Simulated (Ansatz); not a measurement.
Consider the following.

Ti₂C:
```cif
data_C3Ti6
_chemical_formula_sum 'Ti6 C3'
_space_group_name_H-M_alt 'R-3m :H'
_space_group_IT_number 166
_space_group_name_Hall '-R 3 2"'
_cell_length_a 3.05287
_cell_length_b 3.05287
_cell_length_c 14.31551
_cell_angle_alpha 90.000
_cell_angle_beta 90.000
_cell_angle_gamma 120.000
loop_
_atom_site_label
_atom_site_type_symbol
_atom_site_symmetry_multiplicity
_atom_site_Wyckoff_symbol
_atom_site_fract_x
_atom_site_fract_y
_atom_site_fract_z
_atom_site_occupancy
Ti1 Ti 6 c 0.00000 0.00000 0.24582 1
C1 C 3 b 0.00000 0.00000 0.50000 1
```
(The calculation used a cell of 3 atoms; values per cell refer to that cell.)

This is the PBEsol-relaxed structure.

### Question
All from plane-wave PAW PBEsol (Ansatz code), unless another level is named. Estimate the electronic character.

### Answer
metallic (no gap).

### Question
And the formation energy from the elements (no fitted shifts)?

### Answer
-0.70 eV/atom.

### Question
What about the density of states at the Fermi level?

### Answer
0.65 states/eV per atom (mean over ±0.08 eV).

The first step of the workflow began from a Materials Project structure, measured or hypothetical; the Crystallography Open Database copy checked does not list it. Its standing as an ambient phase is unchecked. The PBEsol relaxation kept the symmetry of its start; of distortions, only those at the zone centre were tested. The run is not spin-polarised. The references are the lowest solids computed at this level, not always the standard phases.

Potentials: the later of the program's two PAW sets.
